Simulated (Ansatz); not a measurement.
## Y3Pb: do energies and stresses tell the same story?

Level of theory: DFT r2SCAN, scalar-relativistic, plane waves, PAW in Ansatz.

Settings: cutoff 500 eV, Γ-centred mesh 12×12×12 on the computed 4-atom cell, Gaussian smearing of 0.10 eV; no spin polarisation.

Relaxed cell: I4/mmm, a = 4.685 Å, b = 4.685 Å, c = 10.772 Å, α = 90.00°, β = 90.00°, γ = 90.00°, 4 atoms in the primitive cell. Whether it is the stable form of this composition wasn't checked.

Energies at zero smearing and pressures from the stress tensor, at volumes with shape and atoms relaxed:
| V (Å³/atom) | E − E(first) (meV/atom) | P (GPa) |
| --- | --- | --- |
| 27.777 | 0.00 | 3.42 |
| 28.663 | -13.49 | 1.58 |
| 29.550 | -17.51 | 0.01 |
| 30.436 | -13.46 | -1.34 |
| 31.323 | -2.51 | -2.52 |

Question: Check P = −dE/dV between neighbouring volumes, and get the bulk modulus from the pressures alone.

Answer: With 1 eV/Å³ = 160.2 GPa:
| middle V (Å³/atom) | −ΔE/ΔV (GPa) | mean P (GPa) |
| --- | --- | --- |
| 28.220 | 2.438 | 2.502 |
| 29.106 | 0.726 | 0.796 |
| 29.993 | -0.732 | -0.668 |
| 30.879 | -1.978 | -1.931 |

The two differ by 0.07 GPa at most. The mean of two end pressures misses the average over a step by about ΔV² P″/12, up to 0.02 GPa here; with that taken off 0.05 GPa remains. The stress is the derivative of the free energy, not of the energy at zero smearing, and with free energies 0.00 GPa remains. Around V = 29.550 Å³/atom, the two neighbours give B = −V ΔP/ΔV = 29.550 × 2.93 / 1.773 = 48.8 GPa, against B0 = 48.7 GPa from the Birch–Murnaghan fit of the energies.

Spin–orbit coupling is left out, which can shift energies with elements as heavy as these.